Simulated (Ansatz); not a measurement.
Relaxed-ion elastic tensor of MgC8 in space group P6/mmm (No. 191; C on 6l, C on 2c, Mg on 1b) in GPa (Voigt order), PBE+D3(BJ) (plane waves, PAW; program Ansatz); density 2.49 g/cm³, 8.91 Å³ per atom.

```
      1     2     3     4     5    6
-  ----  ----  ----  ----  ----  ---
1   888   134  28.4   0.0   0.0  0.0
2   134   888  28.4   0.0   0.0  0.0
3  28.4  28.4   102   0.0   0.0  0.0
4   0.0   0.0   0.0  21.6   0.0  0.0
5   0.0   0.0   0.0   0.0  21.6  0.0
6   0.0   0.0   0.0   0.0   0.0  377
```

Question: Is the crystal mechanically stable?

Answer: Yes: the smallest eigenvalue of C is 21.6 GPa.

Question: Work out the Voigt and Reuss bounds. Is their mean of use?

Answer: K_V = 251, K_R = 92.6; G_V = 196, G_R = 44.5 GPa. The bounds lie so far apart that a Hill average or a Debye temperature from it would say little.

The cell is a constructed one: a structure type filled with these elements; neither database checked (COD, Materials Project) lists it. Whether it is the stable phase at ambient conditions was not checked. Symmetry was held in the PBE+D3(BJ) relaxation; whether a distortion lowers the energy is not shown. As this level gives no gap, shear constants depend on the k-mesh and smearing (Fermi–Dirac, 0.1 eV here).

Potentials: the later of the program's two PAW sets.
